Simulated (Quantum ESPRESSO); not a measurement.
```
GaN
1.0
    3.18380     0.00000     0.00000
   -1.59190     2.75725     0.00000
    0.00000     0.00000     5.18670
N Ga
2 2
Direct
  0.66667   0.33333   0.87582
  0.33333   0.66667   0.37582
  0.66667   0.33333   0.49918
  0.33333   0.66667   0.99918
```

Cell and atoms were relaxed with PBEsol from Materials Project entry mp-804, within its symmetry.

Problem. What does PBEsol (Quantum ESPRESSO, PseudoDojo norm-conserving, 84 Ry, with spin-orbit coupling) give for the electronic structure near the Fermi level?

Solution. The PBEsol gap is direct, 1.91 eV at Γ.
